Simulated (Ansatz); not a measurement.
Given:

MoW:
```yaml
crystal:
  lattice:
    - [3.16016, 0.00000, 0.00000]
    - [0.00000, 3.16016, 0.00000]
    - [0.00000, 0.00000, 3.16016]
  atoms:
    - { symbol: Mo, position: [0.00000, 0.00000, 0.00000] }
    - { symbol: W, position: [0.50000, 0.50000, 0.50000] }
```

This is the r²SCAN-relaxed structure.

Question: All from DFT-r²SCAN in the program Ansatz with PAW potentials, unless another level is named. Estimate the Young's modulus.

Answer: 373 GPa.

Question: Predict the elastic constants (relaxed ions, GPa).

Answer: C11 = 526, C12 = 180, C44 = 128.

Space group Pm-3m (CsCl type). The start of the workflow was typed in or built on a structure type; neither database checked (COD, Materials Project) lists it. Its standing as an ambient phase is unchecked. Symmetry was held in the r²SCAN relaxation; its stability against distortions is not shown here. No spin polarisation was allowed. As this level gives no gap, shear constants depend on the k-mesh and smearing (Fermi–Dirac, 0.1 eV here). Spin–orbit coupling is left out wherever it is not named.

Potentials: the later of the program's two PAW sets.
